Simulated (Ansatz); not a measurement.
CdSe2 in space group Pa-3 (No. 205; Cd on 4a, Se on 8c), the program Ansatz at the PBE level (PAW), all energies at zero smearing, with the estimated change up to a 700 eV cutoff added, with one set of potentials and settings (totals compare only within such a set). Cell of 12 atoms (4 Cd, 8 Se): -76774.555 eV.

| element | reference phase | E (eV/atom) |
|---|---|---|
| Cd | P6_3/mmc, 2 atoms in the cell | -8254.4547 |
| Se | P3_121, 3 atoms in the cell | -5469.0798 |

Formation energy per atom, worked out: (-76774.555 − 4×(-8254.4547) − 8×(-5469.0798))/12 = -0.341 eV/atom (-33 kJ per mol of atoms), at 0 K, without zero-point energy or fitted corrections.

The first step of the workflow began from a Materials Project structure, measured or hypothetical; the Crystallography Open Database copy checked does not list it. Whether it is the stable phase at ambient conditions was not checked. The cell was relaxed with PBE under the symmetry of its start; whether a distortion lowers the energy is not shown. The references are the lowest solids computed at this level, not always the standard phases.

Potentials: the later of the program's two PAW sets.
